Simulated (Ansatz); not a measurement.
BeS (rock salt, Fm-3m) at seven volumes, DFT-r²SCAN in the program Ansatz with PAW potentials, scaled uniformly. One row is withheld.

| V (Å³/atom) | P (GPa) |
|---|---|
| 11.318 | 12.48 |
| 11.691 | ? |
| 12.064 | 3.57 |
| 12.437 | 0.00 |
| 12.810 | -3.10 |
| 13.183 | -5.79 |
| 13.556 | -8.11 |

### Question
Fit the shown pressures and predict the withheld one.

### Answer
P = (3/2)B₀(x^(7/2) − x^(5/2))[1 + (3/4)(B′ − 4)(x − 1)] with x = (V₀/V)^(2/3). Least squares on the six rows gives V₀ = 12.437 Å³/atom, B₀ = 111 GPa, B′ = 3.78. At V = 11.691, x = 1.0421 and P = 7.72 GPa. The run itself gave 7.70 GPa.

The start of the workflow was typed in or built on a structure type; neither database checked (COD, Materials Project) lists it. COD files the formula under space group No. 216, so this cell is another polymorph or a model. Its standing as an ambient phase is unchecked. The r²SCAN relaxation kept the symmetry of its start; whether a distortion lowers the energy is not shown.

Potentials: the earlier of the program's two PAW sets.
